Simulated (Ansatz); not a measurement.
GaN (CsCl type, Pm-3m) under volume change, PBEsol in the plane-wave PAW code Ansatz, scaled uniformly.

```
V (Å³/atom)  E − E(relaxed) (meV/atom)  P (GPa)
-----------  -------------------------  -------
8.977                                …        …
9.273                                …        …
9.569                              5.2     5.70
9.865                              0.0     0.01
10.161                             4.5    -4.66
10.457                            16.7    -8.55
10.753                            35.7   -11.92
```

### Question
Complete the blanks.

### Answer

- 9.273, E − E(relaxed) (meV/atom): 21.6
- 9.273, P (GPa): 12.31
- 8.977, E − E(relaxed) (meV/atom): 51.3
- 8.977, P (GPa): 19.92

### Question
What does a third-order Birch–Murnaghan fit give for V₀, B₀ and B′?

### Answer
V₀ = 9.87 Å³/atom, B₀ = 170 GPa, B′ = 4.6.

A made-up cell: these elements were put on the sites of a structure type; neither database checked (COD, Materials Project) lists it. It is not the phase usual at ambient conditions (space group No. 186, 216). Symmetry was held in the PBEsol relaxation. At this level the phase is dynamically unstable (imaginary phonons).

Potentials: the later of the program's two PAW sets.
